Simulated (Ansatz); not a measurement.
ZrSe₂:
```cif
data_Se2Zr
_chemical_formula_sum 'Zr1 Se2'
_space_group_name_H-M_alt 'P 1'
_space_group_IT_number 1
_cell_length_a 3.73585
_cell_length_b 3.73585
_cell_length_c 6.03505
_cell_angle_alpha 90.000
_cell_angle_beta 90.000
_cell_angle_gamma 120.000
loop_
_space_group_symop_operation_xyz
  'x, y, z'
loop_
_atom_site_label
_atom_site_type_symbol
_atom_site_fract_x
_atom_site_fract_y
_atom_site_fract_z
_atom_site_occupancy
Zr1 Zr 0.00000 0.00000 0.00000 1
Se1 Se 0.33333 0.66667 0.26482 1
Se2 Se 0.66667 0.33333 0.73518 1
```

Relaxed with PBE+D3(BJ).

Tabulate the valence density and the electron localisation function along the shortest Zr–Se contact (2.68 Å), the program Ansatz at the PBE+D3(BJ) level (PAW).



| distance from Zr (Å) | density (e/Å³) | ELF |
|---|---|---|
| 0.27 | 3.86 | 0.36 |
| 0.40 | 4.16 | 0.67 |
| 0.54 | 3.62 | 0.81 |
| 0.67 | 2.57 | 0.82 |
| 0.81 | 1.55 | 0.73 |
| 0.94 | 0.86 | 0.50 |
| 1.07 | 0.52 | 0.29 |
| 1.21 | 0.40 | 0.27 |
| 1.34 | 0.40 | 0.44 |
| 1.48 | 0.46 | 0.65 |
| 1.61 | 0.58 | 0.75 |
| 1.74 | 0.74 | 0.78 |
| 1.88 | 1.05 | 0.78 |
| 2.01 | 2.01 | 0.73 |
| 2.15 | 4.67 | 0.60 |
| 2.28 | 11.21 | 0.40 |
| 2.42 | 23.63 | 0.21 |

The density is the valence pseudo-density with augmentation charge, so density and ELF within about 1 Å of a nucleus are not all-electron values.

Space group P-3m1 (CdI2 type). The PBE+D3(BJ) relaxation kept the symmetry of its start; of distortions, only those at the zone centre were tested. No spin polarisation was allowed.

Potentials: the later of the program's two PAW sets.
